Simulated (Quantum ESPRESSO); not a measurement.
**Band energies of Rb2SiF6**

```xyz
9
Lattice="0.0000 4.1766 4.1766 4.1766 0.0000 4.1766 4.1766 4.1766 0.0000" Properties=species:S:1:pos:R:3 pbc="T T T"
F      4.1766     6.6511     4.1766
F      4.1766     1.7021     4.1766
F      1.7021     4.1766     4.1766
F      6.6511     4.1766     4.1766
F      4.1766     4.1766     6.6511
F      4.1766     4.1766     1.7021
Si     0.0000     0.0000     0.0000
Rb     6.2650     6.2650     6.2650
Rb     2.0883     2.0883     2.0883
```

LDA (pw.x of Quantum ESPRESSO, ONCV potentials, without SOC); path ΓXWKΓLUWLK,UX; energies in eV from the valence-band maximum.

```
k (1/Å)  point  band 28  band 29  band 30  band 31  band 32  band 33  band 34  band 35
-------  -----  -------  -------  -------  -------  -------  -------  -------  -------
0.00         Γ    -0.67    -0.67     0.00     0.00     0.00     7.15     9.74     9.74
0.19              -0.69    -0.69    -0.02    -0.02     0.00     7.40     9.85     9.92
0.38              -0.71    -0.71    -0.08    -0.08    -0.01     8.06    10.11    10.13
0.56              -0.74    -0.74    -0.14    -0.14    -0.01     8.92    10.02    10.40
0.75         X    -0.75    -0.75    -0.16    -0.16    -0.01     9.58     9.76    10.53
0.75         W    -0.87    -0.77    -0.17    -0.08    -0.08     9.85    10.16    10.16
1.02         K    -0.86    -0.74    -0.14    -0.13    -0.05     9.76     9.94    10.27
1.22              -0.86    -0.72    -0.11    -0.09    -0.08     9.09    10.14    10.51
1.42              -0.75    -0.70    -0.07    -0.06    -0.04     8.16    10.13    10.46
1.82         Γ    -0.67    -0.67     0.00     0.00     0.00     7.15     9.74     9.74
1.98              -0.68    -0.68    -0.01    -0.01    -0.01     7.34     9.85     9.85
2.14              -0.69    -0.69    -0.04    -0.04    -0.03     7.85    10.17    10.17
2.30              -0.70    -0.70    -0.08    -0.08    -0.06     8.56     9.93    10.61
2.47         L    -0.71    -0.71    -0.09    -0.09    -0.07     9.19     9.44    10.93
2.70              -0.80    -0.72    -0.11    -0.10    -0.07     9.39     9.66    10.61
2.93         U    -0.86    -0.74    -0.14    -0.13    -0.05     9.76     9.94    10.27
2.93         W    -0.87    -0.77    -0.17    -0.08    -0.08     9.85    10.16    10.16
3.19              -0.82    -0.73    -0.13    -0.09    -0.08     9.45     9.73    10.54
3.33              -0.74    -0.71    -0.10    -0.09    -0.07     9.26     9.52    10.79
3.46         L    -0.71    -0.71    -0.09    -0.09    -0.07     9.19     9.44    10.93
3.58              -0.73    -0.71    -0.09    -0.09    -0.07     9.24     9.50    10.82
3.69              -0.80    -0.72    -0.11    -0.10    -0.07     9.39     9.66    10.61
3.81              -0.86    -0.73    -0.13    -0.12    -0.06     9.59     9.89    10.38
3.92         K    -0.86    -0.74    -0.14    -0.13    -0.05     9.76     9.94    10.27
3.92         U    -0.86    -0.74    -0.14    -0.13    -0.05     9.76     9.94    10.27
4.19         X    -0.75    -0.75    -0.16    -0.16    -0.01     9.58     9.76    10.53
```

The LDA gap is direct, 7.15 eV at Γ. Another valence extremum on the path lies within 0.02 eV, too close to call.

Geometry of the Materials Project entry, not relaxed at this level.

The structure is a Materials Project entry; no match was found in the copy of COD used, and its stability was not checked.
